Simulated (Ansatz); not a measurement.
## Computed properties of MgI$_{2}$

```xyz
3
Lattice="4.2073 0.0000 0.0000 -2.1037 3.6437 0.0000 0.0000 0.0000 7.8497" Properties=species:S:1:pos:R:3 pbc="T T T"
Mg    0.0000    0.0000    0.0000
I     0.0000    2.4291    1.6735
I     2.1037    1.2146    6.1763
```

Atom numbers follow the list: Mg1, I2, I3.

The structure comes from a relaxation in the same program, started in the CdI2 type, and has space group P-3m1. Whether it is a known phase or the ground state wasn't checked.

No spin–orbit coupling, which matters for the heavy atoms here.

All numbers are computed: DFT, PBE, all-electron LAPW, scalar-relativistic (Ansatz 0.2.0); DFT, PBE, PAW with Ansatz's default frozen-core files, scalar-relativistic (Ansatz 0.2.0); DFT, PBE, all-electron PAW with datasets made for the crystal, scalar-relativistic (Ansatz 0.2.0).

For LAPW: a Γ-centred 10×10×5 k mesh, Fermi–Dirac smearing of 0.05 eV, basis error target 1 meV/atom, no spin polarisation. PAW takes a cutoff of 420 eV at this cell. The crystal-made all-electron datasets (AE datasets) take a cutoff of 260 eV at this cell. The Ansatz runs share mesh, smearing and spin set-up. Values come from LAPW unless marked.

Spin–orbit coupling is left out, which moves gradients at and beside heavy atoms by some per cent and at worst by a factor of two.

| Quantity | Value |
| --- | --- |
| Band gap | 3.62 eV, indirect from Γ to L (0.5, 0, 0.5) |
| Smallest direct gap on the path | 3.72 eV |
| Löwdin charges (with 0.23 e of the cell spilling out of the atomic basis, so their sizes and signs hang on that basis) | Mg1 1.35, I2 -0.56 e |
| Bader charges (from the PAW run) | Mg1 +1.62, I2 -0.81 e |
| Field gradients Vzz (crystal-made datasets) | Mg1 0.03 (η = 0.00), I2 -5.45 (η = 0.00) in 10²¹ V/m² |
| Volume per atom | 40.11 Å³ |
| Pressure at this cell | -0.01 GPa |
